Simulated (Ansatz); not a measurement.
The relaxed structure here is a generated cell of TiAl3: the first start was made by a random draw of sites in a space group, and the end was not matched to a known phase here, so it may be hypothetical. Known forms of TiAl3 include space group No. 139.

One starting cell of TiAl$_{3}$ (a randomly generated symmetric cell of TiAl3 (space group No. 229)) was relaxed twice with Ansatz (plane waves, PAW, scalar-relativistic): with PBEsol at 420 eV and with PBE at 420 eV. The PBEsol result:

```cif
data_Al6Ti2
_chemical_formula_sum 'Al6 Ti2'
_space_group_name_H-M_alt 'Im-3m'
_space_group_IT_number 229
_space_group_name_Hall '-I 4 2 3'
_cell_length_a 5.37645
_cell_length_b 5.37645
_cell_length_c 5.37645
_cell_angle_alpha 90.000
_cell_angle_beta 90.000
_cell_angle_gamma 90.000
loop_
_atom_site_label
_atom_site_type_symbol
_atom_site_symmetry_multiplicity
_atom_site_Wyckoff_symbol
_atom_site_fract_x
_atom_site_fract_y
_atom_site_fract_z
_atom_site_occupancy
Al1 Al 6 b 0.00000 0.00000 0.50000 1
Ti1 Ti 2 a 0.00000 0.00000 0.00000 1
```
(The calculation used a cell of 4 atoms; values per cell refer to that cell.)

```csv
quantity,PBEsol,PBE
space group,Im-3m,Im-3m
volume (Å³/atom),19.43,…
a (Å),5.376,…
"gap (eV, no spin-orbit coupling)",0.00,…
```

Problem. Fill in the PBE column.

Solution. 
- volume (Å³/atom), PBE: 20.05
- a (Å), PBE: 5.433
- gap (eV, no spin-orbit coupling), PBE: 0.00

Both levels end in the same structure; PBE's volume is 3.2 % larger. Neither column is exact.

No spin polarisation in the result.

The run could not lose the symmetry of its start, so the end can be a saddle point.

All atoms sit on sites fixed by symmetry, so only the cell could relax.

Ansatz is a first-principles code.
